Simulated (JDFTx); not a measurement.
| Quantity | Value |
|---|---|
| surface | Hf(0001) |
| bulk | Hf, P6_3/mmc, lattice of mp-103 (not re-optimised) |
| slab | 4 atoms in 4 planes, 1x1, 7.4 Å between the outermost planes |
| in-plane cell | 3.192 × 3.192 Å, 8.83 Å² |
| cell height | 23.6 Å |
| sampling | 8×8×1 k mesh, Fermi smearing 0.01 Ha, no spin polarisation |

Final geometry:
```
4
Lattice="3.192 0.000 0.000 -1.596 2.765 0.000 0.000 0.000 23.600" Properties=species:S:1:pos:R:3 pbc="T T F"
Hf     1.596     0.922     8.095
Hf     0.000     1.843    10.539
Hf     1.596     0.922    13.061
Hf     0.000     1.843    15.505
```

Computed with a modified build of JDFTx: PBE, GBRV ultrasoft potentials, plane waves to 20/100 Ha. Liquid on both sides: CANDLE, water, 0.5 M KF; nuclei fixed, outer atoms relaxed in vacuum. Potentials refer to SHE, placed 4.44 V below the bulk liquid's zero by convention. The surface is an ideal bare cut with both faces alike: no reconstruction, overlayer or explicit solvent molecules. At negative charge CANDLE's numbers also depend on the cell height, by up to tenths of a volt. Convergence in thickness and k mesh wasn't tested for this slab.

Farther out the cavity gives way and the charge runs off; such runs are left out, and the outermost points shown may already feel it.

```csv
U (V vs SHE),μ (eV),excess electrons per cell,"σ (μC/cm², per face)",run
-1.25,-3.19,0.391,-35.5,fixed potential
-1.05,-3.39,0.318,-28.9,fixed potential
-0.70,-3.74,0.076,-6.9,fixed potential
-0.55,-3.89,0.000,0.0,neutral
[?],[?],-0.088,8.0,fixed charge
-0.05,-4.39,[?],[?],fixed potential
```

Problem. Fill in the missing entries, row by row.

Solution. 
- row 5, U (V vs SHE): -0.28
- -0.28, μ (eV): -4.16
- -0.05, excess electrons per cell: -0.218
- -0.05, σ (μC/cm², per face): 19.8
